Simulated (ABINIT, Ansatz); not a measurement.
**PtSe: programs and potentials compared**

```
CELL_PARAMETERS angstrom
0.00000 2.79841 2.79841
2.79841 0.00000 2.79841
2.79841 2.79841 0.00000
ATOMIC_POSITIONS crystal
Pt 0.50000 0.50000 0.50000
Se 0.00000 0.00000 0.00000
```

The cell comes from a database or a generator and needn't be the stable form of this composition.

Alike in all runs: task single point; functional PBE; k mesh 8 × 8 × 8; occupations fermi-dirac, width 0.05 eV; no spin polarisation; no spin-orbit coupling. A missing gap at this level doesn't show that the real crystal is a metal. Pressure is positive in compression and, in plane waves, holds the error of the finite cutoff, which Ansatz's Pulay term estimates and takes out.

```csv
program and potentials,plane-wave cutoff (eV),notes,band gap (eV),pressure (GPa)
"Ansatz, Ansatz PAW (earlier soft set)",420,17 valence electrons an atom on average; Pulay term of +0.03 GPa included,no gap,-14.50
"Ansatz, all-electron LAPW, scalar-relativistic",-,-,?,?
"ABINIT, JTH PAW PBE v2.0",435,8 valence electrons an atom on average,no gap,-14.43
```

Estimate from the other rows what the run with Ansatz, all-electron LAPW, scalar-relativistic gave.

No band gap; pressure -14.48 GPa. The other rows, which needn't bracket it: pressure -14.50 to -14.43.
